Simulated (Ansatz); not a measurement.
CsI:
```xyz
2
Lattice="4.6108 0.0000 0.0000 0.0000 4.6108 0.0000 0.0000 0.0000 4.6108" Properties=species:S:1:pos:R:3 pbc="T T T"
Cs     0.0000     0.0000     0.0000
I      2.3054     2.3054     2.3054
```

r²SCAN (plane waves, PAW; program Ansatz) gives a gap of 4.51 eV without spin–orbit coupling, maximum at M, minimum at Γ.

**Question.** What happens when spin–orbit coupling is switched on?

**Answer.** The gap drops by 0.23 eV, to 4.28 eV; maximum at Γ, minimum at Γ.

**Question.** Give the electron effective mass with spin–orbit coupling.

**Answer.** 0.29 mₑ (isotropic).

**Question.** Give the hole effective mass with spin–orbit coupling, band 1 of 2 at the edge.

**Answer.** 4.9 along [100], 2.0 along [110], 1.6 along [111] (mₑ).

**Question.** Give the hole effective mass with spin–orbit coupling, band 2 of 2 at the edge.

**Answer.** 0.48 along [100], 0.56 along [110], 0.61 along [111] (mₑ).

Space group Pm-3m (CsCl type). Symmetry was held in the r²SCAN relaxation.

Potentials: the later of the program's two PAW sets.
